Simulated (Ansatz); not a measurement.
Starting structure of a cell relaxation (symmetry kept):

```cif
data_structure
_symmetry_space_group_name_H-M 'P6_3mc'
_symmetry_Int_Tables_number 186
_cell_length_a 4.1970
_cell_length_b 4.1970
_cell_length_c 6.8279
_cell_angle_alpha 90.000
_cell_angle_beta 90.000
_cell_angle_gamma 120.000
_cell_volume 104.16
loop_
_atom_site_label
_atom_site_type_symbol
_atom_site_symmetry_multiplicity
_atom_site_Wyckoff_symbol
_atom_site_fract_x
_atom_site_fract_y
_atom_site_fract_z
_atom_site_occupancy
Cd1 Cd 2 b 0.33333 0.66667 0.99920 1
S1 S 2 b 0.33333 0.66667 0.37580 1
```

Theory: DFT LDA, scalar-relativistic, plane waves, PAW (Ansatz).

Plane waves to 420 eV, a k mesh through Γ of 6×6×4 on the computed 4-atom cell and Gaussian smearing (0.02 eV); no spin polarisation.

Question: What does it relax to?

Answer: The volume falls by 2.19 Å³/atom to 23.85 Å³/atom, and the energy falls by 36.0 meV/atom. Final structure:
```cif
data_structure
_symmetry_space_group_name_H-M 'P6_3mc'
_symmetry_Int_Tables_number 186
_cell_length_a 4.0747
_cell_length_b 4.0747
_cell_length_c 6.6354
_cell_angle_alpha 90.000
_cell_angle_beta 90.000
_cell_angle_gamma 120.000
_cell_volume 95.41
loop_
_atom_site_label
_atom_site_type_symbol
_atom_site_symmetry_multiplicity
_atom_site_Wyckoff_symbol
_atom_site_fract_x
_atom_site_fract_y
_atom_site_fract_z
_atom_site_occupancy
Cd1 Cd 2 b 0.33333 0.66667 0.99936 1
S1 S 2 b 0.33333 0.66667 0.37564 1
```

Cost: 1 run of about 0.38 core-minutes, on Arm Neoverse V2 (shared hosts).